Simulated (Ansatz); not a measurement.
Equation of state of TaRu from a dense series

```yaml
crystal:
  lattice:
    - [3.05300, 0.00000, 0.00000]
    - [0.00000, 3.05300, 0.00000]
    - [0.00000, 0.00000, 3.38900]
  atoms:
    - { symbol: Ta, position: [0.50000, 0.50000, 0.50000] }
    - { symbol: Ru, position: [0.00000, 0.00000, 0.00000] }
```

Atoms are numbered in the order listed.

The geometry is COD entry 1523017, unchecked; take it as a test cell.

Spin polarisation is left out, and whether a magnetic state lies lower isn't shown here.

No spin–orbit coupling, which matters for the heavy atoms here.

Level of theory: DFT, LDA, all-electron LAPW, scalar-relativistic (Ansatz 0.2.0).

Settings: a Γ-centred 11×11×10 k mesh, Fermi–Dirac smearing of 0.05 eV, basis error target 0.5 meV/atom, no spin polarisation.

The cell is scaled evenly. Fractional coordinates are held (clamped ions).

```csv
V (Å³/atom),P (GPa)
14.846,6.75
15.478,-5.23
15.636,-7.84
15.794,-10.31
15.952,-12.65
16.110,-14.87
16.426,-18.95
16.742,-22.60
```

Task: Fit a third-order Birch–Murnaghan curve to the pressures.

Result: P = (3B0/2)(y^(7/2) − y^(5/2))[1 + (3/4)(B0′ − 4)(y − 1)] with y = (V0/V)^(2/3) fits within 0.01 GPa for V0 = 15.185 Å³/atom, B0 = 285.2 GPa and B0′ = 4.28.

Task: Predict the pressure at the withheld volume, 15.162 Å³/atom.

Result: There y = 1.0010, so the fit gives 0.43 GPa; the run gave 0.44 GPa.
